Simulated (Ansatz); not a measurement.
Mg2C in the antifluorite structure at its r2SCAN geometry, run in Ansatz 0.2.0 at 4 levels of theory. The calculation is spin-unpolarised, and the structure need not be a phase that has been made.

The r2SCAN input:
```yaml
crystal:
  lattice:
    - [0.0, 2.7109426128, 2.7109426128]
    - [2.7109426128, 0.0, 2.7109426128]
    - [2.7109426128, 2.7109426128, 0.0]
  atoms:
    - { symbol: C, position: [0.0, 0.0, 0.0] }
    - { symbol: Mg, position: [0.25, 0.25, 0.25] }
    - { symbol: Mg, position: [0.75, 0.75, 0.75] }
kpoints:
  mp_grid: { grid: [8, 8, 8] }
  band_path:
    path:
      - [0.0, 0.0, 0.0]
      - [0.5, 0.0, 0.5]
      - [0.625, 0.25, 0.625]
      - [0.375, 0.375, 0.75]
      - [0.5, 0.5, 0.5]
      - [0.5, 0.25, 0.75]
      - [0.0375, 0.0375, 0.075]
    npoints: 1
hamiltonian:
  xc: r2scan
scf:
  occupations: { method: fixed }
  n_extra_bands: 4
output:
  forces: true
  stress: true
  eigenvalues: true
```

Main results, then, where recorded, the levels near the gap in eV from the Fermi energy (columns number the bands from 0), one row a point of the path (Γ, X, U, K, L, W, K–Γ (0.90)):
```
Crystal: 3 atoms, lattice volume = 39.847 Å³
Symmetry: 48 space group operations
Space group: Fm-3m (ITA 225)
```
```
Basis set: ecut = 500 eV, 965 PW (Γ)
k-points: 29 of 512
SCF converged after 7 iterations
Free energy (F): -4103.996938 eV
Fermi energy:    7.623135 eV
--- Stress (GPa, compression-positive) ---
        0.020895       0.000000       0.000000
        0.000000       0.020895       0.000000
        0.000000       0.000000       0.020895
  P = ⅓ Tr σ = 0.0209 GPa (0.209 kbar)
```
```tsv
band_9	band_10	band_11	band_12	band_13	band_14
0.000	0.000	0.000	1.958	7.224	7.224
-4.086	-1.566	-1.566	1.115	4.783	9.965
-3.563	-3.157	-1.230	2.563	6.377	8.828
-3.563	-3.157	-1.230	2.563	6.377	8.828
-4.800	-0.428	-0.428	4.044	6.121	6.121
-3.083	-3.083	-2.430	3.641	6.798	7.717
-0.340	-0.061	0.001	2.265	7.180	7.270
```

r2SCAN gives an indirect gap of 1.11 eV, from K–Γ (0.90 of the way from K) to X; the least direct gap is 1.96 eV at Γ.

Task: In the first input these blocks are replaced (the band path and keys that only write files left aside):
```yaml
kpoints:
  mp_grid: { grid: [6, 6, 6] }
hamiltonian:
  xc: r2scanh
```
What comes out?

Result:
```
Basis set: ecut = 500 eV, 965 PW (Γ)
k-points: 16 of 216
hybrid outer 1: dexx = +1.509e-4 eV, tail = 9.41e-7 eV
hybrid outer 2: dexx = +2.639e-9 eV, tail = 4.28e-9 eV, Δε = 2.68e-4 eV
hybrid SCF converged: 2 outer / 7 inner (+4 warm-up)
Free energy (F): -4103.750813 eV
Fermi energy:    7.302792 eV
--- Stress (GPa, compression-positive) ---
       -0.601723       0.000000       0.000000
        0.000000      -0.601723       0.000000
        0.000000       0.000000      -0.601723
  P = ⅓ Tr σ = -0.6017 GPa (-6.017 kbar)
```
```tsv
band_9	band_10	band_11	band_12	band_13	band_14
0.000	0.000	0.000	2.458	7.831	7.831
-4.265	-1.637	-1.637	1.579	5.343	10.735
-3.721	-3.294	-1.287	3.072	7.000	9.504
-3.721	-3.294	-1.287	3.072	7.000	9.504
-5.015	-0.450	-0.450	4.606	6.712	6.712
-3.221	-3.221	-2.530	4.188	7.426	8.376
-0.340	-0.063	0.001	2.762	7.788	7.878
```
With r2SCANh the valence top lies at K–Γ (0.90 of the way from K) and the conduction bottom at X, 1.58 eV higher; the smallest vertical gap, at Γ, is 2.46 eV. At this geometry r2SCANh finds -0.6 GPa, compression counted positive: its own equilibrium volume is smaller. The stress of a hybrid is loosely converged here.

DDH-PBE0. Against the first input these blocks differ (the band path and keys that only write files left aside):
```yaml
crystal:
  host: atoms
kpoints:
  mp_grid: { grid: [6, 6, 6] }
hamiltonian:
  xc:
    exchange: pbe
    correlation: pbe
    exx: { coeff: inverse_dielectric }
```

```
ε∞ on k-mesh 4×4×4 of a primitive cell: xx 8.8235, yy 8.8235, zz 8.8235; 3/Tr ε∞, of that cell with its empty space = 0.11333348051924406
Basis set: ecut = 420 eV, 749 PW (Γ)
k-points: 16 of 216
hybrid outer 1: dexx = +7.165e-4 eV, tail = 3.09e-6 eV
hybrid outer 2: dexx = +3.742e-8 eV, tail = 1.81e-8 eV, Δε = 6.28e-4 eV
hybrid SCF converged: 2 outer / 7 inner (+3 warm-up)
Free energy (F): -4098.188634 eV
Fermi energy:    7.356858 eV
--- Stress (GPa, compression-positive) ---
        0.794631       0.000000       0.000000
        0.000000       0.794631       0.000000
        0.000000       0.000000       0.794631
  P = ⅓ Tr σ = 0.7946 GPa (7.946 kbar)
```
```tsv
band_9	band_10	band_11	band_12	band_13	band_14
0.000	0.000	0.000	2.135	7.411	7.411
-4.258	-1.612	-1.612	1.319	4.873	10.052
-3.720	-3.298	-1.270	2.775	6.523	9.031
-3.720	-3.298	-1.270	2.775	6.523	9.031
-5.000	-0.447	-0.447	4.193	6.381	6.381
-3.220	-3.220	-2.544	3.894	7.037	7.848
-0.357	-0.063	0.001	2.453	7.360	7.456
```

With DDH-PBE0 the valence top lies at K–Γ (0.90 of the way from K) and the conduction bottom at X, 1.32 eV higher; the smallest vertical gap, at Γ, is 2.14 eV. The mean pressure is +0.8 GPa (compression positive), so DDH-PBE0 would enlarge the cell's volume. The stress of a hybrid is loosely converged here.

Task: In the first input these blocks are replaced (the band path and keys that only write files left aside):
```yaml
kpoints:
  mp_grid: { grid: [6, 6, 6] }
hamiltonian:
  xc: r2scan0
```
What comes out?

Result:
```
Basis set: ecut = 500 eV, 965 PW (Γ)
k-points: 16 of 216
hybrid outer 1: dexx = +2.191e-3 eV, tail = 3.18e-5 eV
hybrid outer 2: dexx = +1.904e-7 eV, tail = 2.20e-8 eV, Δε = 1.09e-3 eV
hybrid SCF converged: 2 outer / 10 inner (+4 warm-up)
Free energy (F): -4103.400768 eV
Fermi energy:    6.806109 eV
--- Stress (GPa, compression-positive) ---
       -1.490630       0.000000       0.000000
        0.000000      -1.490630       0.000000
        0.000000       0.000000      -1.490630
  P = ⅓ Tr σ = -1.4906 GPa (-14.906 kbar)
```
```tsv
band_9	band_10	band_11	band_12	band_13	band_14
0.000	0.000	0.000	3.234	8.756	8.756
-4.523	-1.742	-1.742	2.297	6.199	11.895
-3.949	-3.490	-1.370	3.855	7.944	10.527
-3.949	-3.490	-1.370	3.855	7.944	10.527
-5.324	-0.482	-0.482	5.466	7.612	7.612
-3.418	-3.418	-2.670	5.021	8.381	9.374
-0.343	-0.067	0.001	3.537	8.714	8.803
```
With r2SCAN0 the valence top lies at K–Γ (0.90 of the way from K) and the conduction bottom at X, 2.30 eV higher; the smallest vertical gap, at Γ, is 3.23 eV. At this geometry r2SCAN0 finds -1.5 GPa, compression counted positive: its own equilibrium volume is smaller. The stress of a hybrid is loosely converged here.

Small level splittings and stresses of the hybrids carry the error of their coarser meshes.

Totals of different functionals can't be compared.

The meshes of the hybrids are coarse, so their gaps aren't converged to the digits shown.
